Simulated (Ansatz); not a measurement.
In3Co:
```
In3Co
1.0
    6.76531     0.00000     0.00000
    0.00000     6.76531     0.00000
    0.00000     0.00000     7.01065
In Co
12 4
Cartesian
  3.38265   0.00000   0.00000
  3.38265   0.00000   3.50532
  0.00000   3.38265   3.50532
  0.00000   3.38265   0.00000
  4.42776   4.42776   1.79561
  2.33755   2.33755   5.21504
  5.72020   1.04510   5.30093
  1.04510   5.72020   1.70972
  2.33755   2.33755   1.79561
  4.42776   4.42776   5.21504
  1.04510   5.72020   5.30093
  5.72020   1.04510   1.70972
  5.74845   5.74845   0.00000
  1.01685   1.01685   0.00000
  4.39951   2.36580   3.50532
  2.36580   4.39951   3.50532
```

Relaxed with PBEsol. Special points in fractions of this cell's reciprocal vectors: Γ (0.000, 0.000, 0.000); X (0.000, 0.500, 0.000); M (0.500, 0.500, 0.000); Z (0.000, 0.000, 0.500); R (0.000, 0.500, 0.500); A (0.500, 0.500, 0.500).

Q: List the band energies nearest the Fermi level at these points for the program Ansatz at the PBEsol with spin–orbit coupling level (PAW).

A: In eV from the Fermi level; about four levels below and three above (degenerate sets whole), none deeper than 8.9 eV; points with the same levels are listed once.

```json
[
 {"k": "Γ", "below": "-0.20 -0.20 -0.08 -0.08", "above": "0.80 0.80 0.87 0.87"},
 {"k": "X", "below": "-0.29 -0.29 -0.29 -0.29", "above": "0.14 0.14 0.14 0.14"},
 {"k": "M", "below": "-0.26 -0.26 -0.26 -0.26", "above": "0.60 0.60 0.60 0.60"},
 {"k": "Z", "below": "-0.33 -0.33 -0.33 -0.33", "above": "0.28 0.28 0.28 0.28"},
 {"k": "R", "below": "-0.26 -0.26 -0.21 -0.21", "above": "0.19 0.19 0.22 0.22"},
 {"k": "A", "below": "-0.57 -0.57 -0.57 -0.57", "above": "0.30 0.30 0.30 0.30"}
]
```

Space group P4_2/mnm. The first step of the workflow began from a Materials Project structure, measured or hypothetical; the Crystallography Open Database files this formula in space group No. 136, but the cells were not matched. Whether it is the stable phase at ambient conditions was not checked. Symmetry was held in the PBEsol relaxation; its stability against distortions is not shown here. The run is not spin-polarised.

Potentials: the later of the program's two PAW sets.
